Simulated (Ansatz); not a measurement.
Mo:
```yaml
crystal:
  lattice:
    - [-1.56467, 1.56467, 1.56467]
    - [1.56467, -1.56467, 1.56467]
    - [1.56467, 1.56467, -1.56467]
  atoms:
    - { symbol: Mo, position: [0.00000, 0.00000, 0.00000] }
```

Relaxed with PBEsol.

### Question
Which orbitals make up the states near the Fermi level in plane-wave PAW PBEsol (Ansatz code)?

### Answer
Within 0.5 eV of the Fermi level: Mo 4d 89 %, Mo 5s 5 %. Projections are on Löwdin-orthogonalised atomic valence shells; empty p or d shells of many metals are not among them.

### Question
Tabulate the density of states.

### Answer
States/eV per cell of 1 atom, in 0.25 eV bins, energy from the Fermi level.

| E (eV) | total | Mo 4d | Mo 5s | Mo 4p |
|---|---|---|---|---|
| -7.55 | 0.00 | 0.00 | 0.00 | 0.00 |
| -7.30 | 0.01 | 0.00 | 0.01 | 0.00 |
| -7.05 | 0.03 | 0.00 | 0.03 | 0.00 |
| -6.80 | 0.05 | 0.00 | 0.04 | 0.00 |
| -6.55 | 0.06 | 0.00 | 0.05 | 0.00 |
| -6.30 | 0.08 | 0.00 | 0.07 | 0.00 |
| -6.05 | 0.09 | 0.01 | 0.08 | 0.00 |
| -5.80 | 0.11 | 0.01 | 0.09 | 0.00 |
| -5.55 | 0.23 | 0.11 | 0.11 | 0.01 |
| -5.30 | 0.64 | 0.45 | 0.17 | 0.01 |
| -5.05 | 1.00 | 0.73 | 0.24 | 0.01 |
| -4.80 | 1.12 | 0.86 | 0.22 | 0.02 |
| -4.55 | 1.35 | 1.11 | 0.20 | 0.02 |
| -4.30 | 1.43 | 1.22 | 0.18 | 0.02 |
| -4.05 | 1.39 | 1.23 | 0.13 | 0.02 |
| -3.80 | 0.88 | 0.79 | 0.08 | 0.02 |
| -3.55 | 0.84 | 0.81 | 0.02 | 0.01 |
| -3.30 | 1.65 | 1.61 | 0.01 | 0.02 |
| -3.05 | 2.04 | 1.98 | 0.01 | 0.03 |
| -2.80 | 1.28 | 1.24 | 0.02 | 0.01 |
| -2.55 | 0.98 | 0.93 | 0.03 | 0.01 |
| -2.30 | 0.86 | 0.79 | 0.05 | 0.01 |
| -2.05 | 1.22 | 1.09 | 0.09 | 0.02 |
| -1.80 | 2.12 | 1.84 | 0.21 | 0.03 |
| -1.55 | 1.37 | 1.19 | 0.13 | 0.02 |
| -1.30 | 0.71 | 0.58 | 0.09 | 0.01 |
| -1.05 | 0.58 | 0.47 | 0.07 | 0.01 |
| -0.80 | 0.52 | 0.43 | 0.06 | 0.01 |
| -0.55 | 0.50 | 0.42 | 0.05 | 0.01 |
| -0.30 | 0.51 | 0.44 | 0.04 | 0.00 |
| -0.05 | 0.57 | 0.50 | 0.04 | 0.00 |
| 0.20 | 0.82 | 0.75 | 0.03 | 0.00 |
| 0.45 | 0.95 | 0.88 | 0.03 | 0.00 |
| 0.70 | 1.04 | 0.98 | 0.03 | 0.00 |
| 0.95 | 1.19 | 1.14 | 0.02 | 0.00 |
| 1.20 | 1.30 | 1.25 | 0.02 | 0.00 |
| 1.45 | 1.27 | 1.23 | 0.01 | 0.00 |
| 1.70 | 1.56 | 1.53 | 0.01 | 0.00 |
| 1.95 | 1.41 | 1.38 | 0.02 | 0.00 |
| 2.20 | 1.58 | 1.54 | 0.03 | 0.00 |
| 2.45 | 2.31 | 2.22 | 0.07 | 0.00 |
| 2.70 | 1.13 | 1.02 | 0.09 | 0.00 |
| 2.95 | 0.86 | 0.74 | 0.09 | 0.00 |
| 3.20 | 0.74 | 0.61 | 0.09 | 0.00 |
| 3.45 | 0.67 | 0.54 | 0.09 | 0.00 |
| 3.70 | 0.62 | 0.50 | 0.09 | 0.00 |
| 3.95 | 0.59 | 0.47 | 0.09 | 0.00 |
| 4.20 | 0.45 | 0.33 | 0.09 | 0.00 |
| 4.45 | 0.34 | 0.22 | 0.10 | 0.00 |
| 4.70 | 0.29 | 0.16 | 0.10 | 0.00 |

Space group Im-3m (bcc (W type)). The PBEsol relaxation kept the symmetry of its start. The run is not spin-polarised. Scalar-relativistic: spin–orbit coupling is off unless named, which matters more the heavier the elements.

Potentials: the later of the program's two PAW sets.
